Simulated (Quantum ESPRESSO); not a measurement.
HfZrIn5Sn (simulated cell) (calculated)

All values are calculated (Quantum ESPRESSO 7.5). Calculation on a made-up metal alloy cell, not a measurement: no spin or spin-orbit, unrelaxed, 2900 K smearing, stress positive in tension, cell energy less fitted offsets; periodic Kohn-Sham density functional theory in plane waves with PseudoDojo standard norm-conserving scalar-relativistic pseudopotentials, each functional with its own files (v0.5 for PBE, v0.4.1 for LDA and PBEsol), eight atoms on drawn sites of a strained close-packed or body-centred lattice, each displaced and held fixed; the energy is the cell's free energy, ions and the entropy term -TS included, at the stated Fermi-Dirac width, less a fixed offset for each atom's element (shifted free energy); compositions with an open d shell lost a parallel starting moment in a cheaper test run, and other magnetic orders were not tried; an error bar is the largest change of its kind in a tighter rerun, never given below 0.002 eV, 0.02 GPa or 0.003 eV/angstrom, and covers cutoff and k-mesh only, not smearing or the files.

## HfZrIn5Sn (simulated cell)

```
HfZrIn5Sn
1.0
      3.1653     0.0000     0.0000
      1.5826    -2.7413    -5.0750
      1.5826     8.2237    -5.0750
Zr Hf In Sn In
1 1 3 1 2
Direct
  -0.02696 -0.00771 -0.00193
  0.01793 0.48288 0.49567
  0.24949 0.46729 0.03738
  0.27946 0.95794 0.54011
  0.45601 0.24257 0.74922
  0.52387 0.75153 0.24853
  0.73140 0.19780 0.29879
  0.76213 0.71884 0.78580
```

- lattice type: hexagonal close-packed
- functional: pbe
- cutoff: 980 eV
- fermi dirac smearing: 0.25 eV
- electrons removed: 0
- run command: mpirun -np 4 pw.x -nk 4 -in in
- run processor: Intel Xeon, 2023 or later, virtual cores
- k mesh: 8 x 4 x 3 shifted half a step off Gamma on each axis
- entropy term negative ts: -0.816 eV
- pressure: 6.58 GPa
- stress xx: -7.33 GPa
- stress yy: -4.16 GPa
- stress zz: -8.24 GPa
- stress yz: 0.008161 GPa
- stress xz: 0.06324 GPa
- stress xy: -0.0658 GPa
- shifted free energy: -2.176 eV

Atoms:
```tsv
atoms element	atom site	atom energy offset (eV)
Zr	1	-1377.61
Hf	2	-1535.13
In	3	-1808.02
In	4	-1808.02
In	5	-1808.02
Sn	6	-2144.16
In	7	-1808.02
In	8	-1808.02
```

Forces:
```tsv
site	x (eV/Å)	y (eV/Å)	z (eV/Å)
1	0.239	0.377	-0.574
2	-0.151	0.086	-0.729
3	-0.031	0.253	0.762
4	-0.215	0.293	0.498
5	0.226	-0.366	-0.475
6	-0.164	0.04	0.237
7	0.239	-0.808	-0.1
8	-0.142	0.125	0.382
```

Notes: the tin pseudopotential is less sure than most, with forces differing by about three percent from a second method on plain tin; heavy elements are run without spin-orbit coupling, which real alloys of them have; a spin test at this wide smearing found no moment, but such smearing suppresses magnetism that the real alloy may have; lattice, volume and sites are drawn at random and may be unstable or far from any real phase; energies are for the whole cell, less offsets fitted to these runs, so they are not formation energies; error bars: energy 0.018 eV, stress 0.26 GPa, force 0.018 eV/Å, from a tighter rerun of this cell; 14 SCF iterations, 207 s of wall time on a shared machine.
